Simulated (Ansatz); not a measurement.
# How Tl stores the work of compression

The calculation used DFT PBE+D3(BJ), scalar-relativistic, plane waves, PAW (Ansatz 0.2.0). (420 eV cutoff, 15×15×4 k-mesh, Gaussian smearing of 0.10 eV, no spin polarisation)

Starting point, cell and atoms relaxed:

```xyz
4
Lattice="3.4563 0.0000 0.0000 -1.7282 2.9932 0.0000 0.0000 0.0000 11.3500" Properties=species:S:1:pos:R:3 pbc="T T T"
Tl    0.0000    0.0000    0.0000
Tl    0.0000    1.9955    2.8375
Tl    0.0000    0.0000    5.6750
Tl    1.7282    0.9977    8.5125
```

Cell and atoms were relaxed at each target pressure within the start's symmetry (P6_3/mmc), at zero temperature; other phases can be more stable under pressure. H = E + PV with P the target; E is the free energy at the smearing used, whose derivative the pressure is, per atom and counted from zero pressure. The mesh named is that at zero pressure; some other pressures ran on another.

Spin–orbit coupling is left out, which can shift energies with elements as heavy as these.

```tsv
P (GPa)	V (Å³/atom)	E − E0 (meV)	H − H0 (meV)
0	29.356	0.0	0.0
3	27.276	17.8	528.5
8	25.080	90.2	1342.4
15	23.151	225.6	2393.1
30	20.704	558.5	4435.2
60	18.112	1258.8	8041.5
```

**Question.** Thermodynamics gives dH/dP = V along a relaxed path. Integrate V over P by the trapezoid rule and compare with the computed enthalpies.

**Answer.** With 1 eV/Å³ = 160.22 GPa, each step adds the mean volume times ΔP / 160.22:
```
P (GPa)  ∫V dP (meV) H − H0 (meV) difference (meV)
      3        530.2         528.5               1.7
      8       1347.2        1342.4               4.7
     15       2400.8        2393.1               7.6
     30       4453.7        4435.2              18.5
     60       8087.8        8041.5              46.2
```

V(P) curves upward, so the trapezoid rule runs high; integrating a smooth curve through the same points puts that excess at about 45.4 meV at 60 GPa, against the 46.2 meV found.

**Question.** At 60 GPa, how much of the enthalpy change is stored energy and how much is the PV term?

**Answer.** E rises by 1259 meV/atom and PV is 60 × 18.112 / 160.22 = 6783 meV/atom, so PV makes 84 % of ΔH. So between rival structures at high pressure a small difference in volume can outweigh the difference in energy: 1 % of this volume is worth 67.8 meV/atom at this pressure.

**Question.** What bulk modulus do the lowest pressures give?

**Answer.** From the pressures that the runs reached, -2.99 GPa (33.417 Å³) and 2.97 GPa (27.276 Å³), B = −ΔP/Δln V = 5.96 / 0.2031 = 29 GPa, a mean over that range.